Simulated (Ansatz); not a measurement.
Space group I4/mmm (No. 139). a = 3.991 Å, b = 3.991 Å, c = 8.740 Å, α = 90.00°, β = 90.00°, γ = 90.00°
```json
{"atom": "Sc", "site": "2a", "symmetry": "4/mmm", "x": "0.0000", "y": "0.0000", "z": "0.0000"}
{"atom": "Al", "site": "4d", "symmetry": "-4m2", "x": "0.0000", "y": "0.5000", "z": "0.2500"}
{"atom": "Al", "site": "2b", "symmetry": "4/mmm", "x": "0.5000", "y": "0.5000", "z": "0.0000"}
```

Equation of state of this ScAl3 structure (not necessarily the ground state), with shape and atoms relaxed at each volume where symmetry leaves them free. It has no gap at any of these volumes. All numbers below come from Ansatz, DFT PBEsol, scalar-relativistic, plane waves, PAW.

Settings: cutoff 420 eV, Γ-centred mesh 14×14×14 on the computed 4-atom cell, Gaussian smearing of 0.10 eV; no spin polarisation.

```json
{"V (Å³/atom)": "15.316", "E − E(largest V) (meV/atom)": "43.54", "P (GPa)": "14.38"}
{"V (Å³/atom)": "15.838", "E − E(largest V) (meV/atom)": "4.15", "P (GPa)": "9.92"}
{"V (Å³/atom)": "16.361", "E − E(largest V) (meV/atom)": "-21.74", "P (GPa)": "6.10"}
{"V (Å³/atom)": "16.883", "E − E(largest V) (meV/atom)": "-36.08", "P (GPa)": "2.80"}
{"V (Å³/atom)": "17.405", "E − E(largest V) (meV/atom)": "-40.48", "P (GPa)": "-0.02"}
{"V (Å³/atom)": "17.927", "E − E(largest V) (meV/atom)": "-36.34", "P (GPa)": "-2.44"}
{"V (Å³/atom)": "18.449", "E − E(largest V) (meV/atom)": "-24.89", "P (GPa)": "-4.53"}
{"V (Å³/atom)": "19.145", "E − E(largest V) (meV/atom)": "0.00", "P (GPa)": "-6.84"}
```

Q: Fit a third-order Birch–Murnaghan equation to E(V).

A: V0 = 17.40 Å³/atom, B0 = 87 GPa, B0' = 4.1.